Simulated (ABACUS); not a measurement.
Set-up for a self-consistent single point of CdS (F-43m, 2 atoms in the cell; from Materials Project mp-2469, lattice scaled a little).

```
CELL_PARAMETERS angstrom
      0.00000     2.87850     2.87850
      2.87850     0.00000     2.87850
      2.87850     2.87850     0.00000
ATOMIC_POSITIONS crystal
  Cd 0.00000 0.00000 0.00000
  S  0.25000 0.25000 0.25000
```

Level of theory: PBE, PseudoDojo 0.5 standard norm-conserving PBE (tails mended) pseudopotentials (plane waves; ABACUS 3.10.1).

ABACUS settings:

```
key                                                                   value
---------------  ----------------------------------------------------------
KPT                                                          MP 7 7 7 0 0 0
basis_type                                                               pw
ecutwfc                                                              102 Ry
smearing_method                                                    gaussian
smearing_sigma                                                0.00367493 Ry
potentials       PseudoDojo 0.5 standard norm-conserving PBE (tails mended)
symmetry                                                                  1
ks_solver                                                      dav_subspace
scf_nmax                                                                100
scf_thr                                                          1.0e-09 Ry
mixing_type                                                         broyden
mixing_beta                                                             0.4
```

Results:

```
Quantity                                                 Result
------------------------------------------------  -------------
Number of valence electrons                                  26
Number of bands                                              23
Number of k-points after the program's reduction             20
Number of plane waves (most at a k-point)                  5642
Number of SCF iterations                                      9
FFT grid                                           50 × 50 × 50
Free energy E − TS                                -5071.7372 eV
Pressure                                               5.69 GPa
```

Stress (GPa, positive for compression):
```
5.69  0.00  0.00
0.00  5.69  0.00
0.00  0.00  5.69
```

The structure comes from a collection of computed structures, made at another level of theory; the collection holds predicted forms beside known ones. Its lattice was then scaled.

Cost on one core: roughly 24 core-seconds.

“Tails mended”: in these copies of the files the far tail of each local potential was reset to the Coulomb form.
